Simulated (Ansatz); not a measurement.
Data:

CuI$_{2}$:
```xyz
3
Lattice="5.1860 0.0000 0.0000 0.0000 5.1860 0.0000 0.0000 0.0000 4.3756" Properties=species:S:1:pos:R:3 pbc="T T T"
Cu     0.0000     0.0000     0.0000
I      0.0000     2.5930     0.0000
I      2.5930     0.0000     0.0000
```

This is the r²SCAN+D4-relaxed structure.

### Question
All from the program Ansatz at the r²SCAN+D4 level (PAW), unless another level is named. Give the density of states at the Fermi level.

### Answer
0.47 states/eV per atom (mean over ±0.08 eV).

### Question
Give the formation energy from the elements (no fitted shifts).

### Answer
0.13 eV/atom.

### Question
Give the gap with spin–orbit coupling.

### Answer
none (metallic).

Space group P4/mmm. The first step of the workflow began from a Materials Project structure, measured or hypothetical; the Crystallography Open Database copy checked does not list it. Its standing as an ambient phase is unchecked. The r²SCAN+D4 relaxation kept the symmetry of its start; phonons show weakly imaginary modes. The run is not spin-polarised. With an odd number of electrons in the cell and no spin polarisation, the count alone makes it a metal. The references are the lowest solids computed at this level, not always the standard phases. Scalar-relativistic: spin–orbit coupling is off unless named, which matters more the heavier the elements.

Potentials: the later of the program's two PAW sets.
